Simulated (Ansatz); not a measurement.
Given:

B:
```cif
data_B12
_chemical_formula_sum 'B12'
_space_group_name_H-M_alt 'P 1'
_space_group_IT_number 1
_cell_length_a 5.02850
_cell_length_b 5.02850
_cell_length_c 5.02850
_cell_angle_alpha 58.008
_cell_angle_beta 58.008
_cell_angle_gamma 58.008
loop_
_space_group_symop_operation_xyz
  'x, y, z'
loop_
_atom_site_label
_atom_site_type_symbol
_atom_site_fract_x
_atom_site_fract_y
_atom_site_fract_z
_atom_site_occupancy
B1 B 0.01062 0.65383 0.01062 1
B2 B 0.98938 0.34617 0.98938 1
B3 B 0.01062 0.01062 0.65383 1
B4 B 0.98938 0.98938 0.34617 1
B5 B 0.65383 0.01062 0.01062 1
B6 B 0.34617 0.98938 0.98938 1
B7 B 0.22159 0.62980 0.22159 1
B8 B 0.77841 0.37020 0.77841 1
B9 B 0.22159 0.22159 0.62980 1
B10 B 0.77841 0.77841 0.37020 1
B11 B 0.62980 0.22159 0.22159 1
B12 B 0.37020 0.77841 0.77841 1
```

This is the PBEsol-relaxed structure.

**Question.** All from PBEsol (plane waves, PAW; program Ansatz), unless another level is named. Predict the band gap.

**Answer.** 1.34 eV (indirect).

**Question.** Next, the smallest direct gap on the standard path?

**Answer.** 1.68 eV.

**Question.** What about the valence-band maximum?

**Answer.** at T.

**Question.** Predict the conduction-band minimum.

**Answer.** on the Γ–T line, 10 % of the way from Γ (2 equivalent valleys).

Space group R-3m (α-B12). Symmetry was held in the PBEsol relaxation.

Potentials: the later of the program's two PAW sets.
